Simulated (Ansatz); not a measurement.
Space group Fm-3m (No. 225). a = 4.246 Å, b = 4.246 Å, c = 4.246 Å, α = 90.00°, β = 90.00°, γ = 90.00°
```csv
atom,site,symmetry,x,y,z
Fe,4a,m-3m,0.0000,0.0000,0.0000
O,4b,m-3m,0.5000,0.0000,0.0000
```

Equation of state of this FeO structure (not necessarily the ground state), with shape and atoms relaxed at each volume where symmetry leaves them free. It has no gap at any of these volumes. The calculation used DFT PBEsol, scalar-relativistic, plane waves, PAW in Ansatz 0.2.0.

Settings: cutoff 420 eV, Γ-centred mesh 18×18×18 on the computed 2-atom cell, Gaussian smearing of 0.10 eV; collinear spin.

```csv
V (Å³/atom),E − E(largest V) (meV/atom),P (GPa)
8.994,4.47,14.14
9.281,-14.59,6.75
9.568,-20.44,-0.02
9.855,-14.98,-5.81
10.142,0.00,-10.70
```

Task: Fit a third-order Birch–Murnaghan equation to E(V).

Result: V0 = 9.57 Å³/atom, B0 = 209 GPa, B0' = 4.4.

The cell holds one magnetic atom, so it can only be ferromagnetic; an antiferromagnetic order may lie lower.